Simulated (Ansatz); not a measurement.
**Os (hcp)**

Level of theory: DFT, PBEsol, scalar-relativistic, no spin polarisation; plane waves to 420 eV with PAW datasets (Ansatz 0.2.0), 18×18×10 k-mesh, Gaussian smearing of 0.05 eV; PAW files: Ansatz's generated set soft_2.

```cif
data_structure
_symmetry_space_group_name_H-M 'P6_3/mmc'
_symmetry_Int_Tables_number 194
_cell_length_a 2.7268
_cell_length_b 2.7268
_cell_length_c 4.3142
_cell_angle_alpha 90.000
_cell_angle_beta 90.000
_cell_angle_gamma 120.000
_cell_volume 27.78
loop_
_atom_site_label
_atom_site_type_symbol
_atom_site_symmetry_multiplicity
_atom_site_Wyckoff_symbol
_atom_site_fract_x
_atom_site_fract_y
_atom_site_fract_z
_atom_site_occupancy
Os1 Os 2 d 0.33333 0.66667 0.75000 1
```

Task: Which orbitals carry the states at the Fermi level, and how many states are there?

Result: Within 0.1 eV of it: Os 5d 97 % (shares among the projected shells). The density of states at the Fermi level is about 1.2 states/eV per cell, averaged over 0.3 eV.

Density of states (tetrahedra, averaged over 0.3 eV; states/eV per cell of 2 atoms; energy in eV from the Fermi level; projections on Löwdin-orthogonalised atomic orbitals, summed over sites):

| E | total | Os 5d | Os 6s | Os 5p |
| --- | --- | --- | --- | --- |
| -5.80 | 1.46 | 1.30 | 0.13 | 0.02 |
| -5.50 | 2.33 | 2.12 | 0.16 | 0.02 |
| -5.20 | 1.65 | 1.55 | 0.07 | 0.01 |
| -4.90 | 2.47 | 2.29 | 0.11 | 0.02 |
| -4.60 | 2.60 | 2.39 | 0.14 | 0.02 |
| -4.30 | 1.32 | 1.20 | 0.08 | 0.01 |
| -4.00 | 0.96 | 0.87 | 0.06 | 0.01 |
| -3.70 | 3.20 | 2.99 | 0.13 | 0.02 |
| -3.40 | 2.72 | 2.53 | 0.12 | 0.01 |
| -3.10 | 2.43 | 2.24 | 0.13 | 0.01 |
| -2.80 | 2.83 | 2.62 | 0.13 | 0.01 |
| -2.50 | 2.54 | 2.33 | 0.12 | 0.01 |
| -2.20 | 2.82 | 2.53 | 0.16 | 0.02 |
| -1.90 | 2.41 | 2.15 | 0.14 | 0.01 |
| -1.60 | 1.88 | 1.68 | 0.10 | 0.01 |
| -1.30 | 1.50 | 1.32 | 0.08 | 0.00 |
| -1.00 | 1.40 | 1.24 | 0.07 | 0.00 |
| -0.70 | 1.30 | 1.16 | 0.05 | 0.00 |
| -0.40 | 1.22 | 1.12 | 0.04 | 0.00 |
| -0.10 | 1.19 | 1.10 | 0.03 | 0.00 |
| 0.20 | 1.18 | 1.10 | 0.03 | 0.00 |
| 0.50 | 1.26 | 1.19 | 0.03 | 0.00 |
| 0.80 | 1.30 | 1.24 | 0.04 | 0.00 |

These numbers lack spin–orbit coupling.
